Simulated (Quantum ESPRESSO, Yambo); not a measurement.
# AlAs under isotropic strain

```
AlAs
1.0
    0.00000     2.83745     2.83745
    2.83745     0.00000     2.83745
    2.83745     2.83745     0.00000
Al As
1 1
Cartesian
  0.00000   0.00000   0.00000
  1.41873   1.41873   1.41873
```

AlAs (zinc blende, space group F-43m, No. 216) under isotropic strain (on all lattice vectors), counted from the cell relaxed with PBEsol, atoms relaxed at each step. PBEsol (pw.x of Quantum ESPRESSO, ONCV potentials, without SOC); G0W0 and BSE in Yambo (4×4×4 Γ-centred k mesh, 104 bands and a 10 Ry block in the screening, 104 bands in G with the Bruneval-Gonze terminator, plasmon pole fitted at 27.2 eV; BSE 10×10×10 mesh, 3 valence and 1 conduction bands, static screening with 25 bands and a 4 Ry block, scissor from each state's G0W0).

```
strain (%)  pressure (GPa)  PBEsol gap (eV)      kind  G0W0 direct gap (eV)  lowest vertical BSE state (eV)  RPA ε∞ along x
----------  --------------  ---------------  --------  --------------------  ------------------------------  --------------
-3                     7.9             1.17  indirect             3.82 at Γ                    not resolved               –
-1.5                   3.6             1.26  indirect             3.41 at Γ                    not resolved               –
-0.7                   1.6             1.30  indirect             3.20 at Γ                    not resolved               –
0                      0.0             1.34  indirect             3.01 at Γ                    not resolved               –
+1                    -2.0             1.39  indirect             2.75 at Γ                    not resolved               –
+2                    -3.8             1.43  near tie             2.49 at Γ                    not resolved               –
```

Between -0.7 % and +1 % the direct gap at Γ has a volume deformation potential dE/dlnV of -8.7 eV in G0W0 and -7.7 eV in PBEsol.

GW, BSE and RPA settings are held fixed; their convergence isn't established. «Near tie»: competing band extrema lie within 0.03 eV. Strains are linear. Spin-orbit splittings are left out.

The standard potential for As keeps a d shell in the valence without the s and p states of that shell. In tests on such compounds this moved G0W0 gaps by up to about 0.9 eV, so absolute quasiparticle energies here are unreliable; differences between settings are what counts.
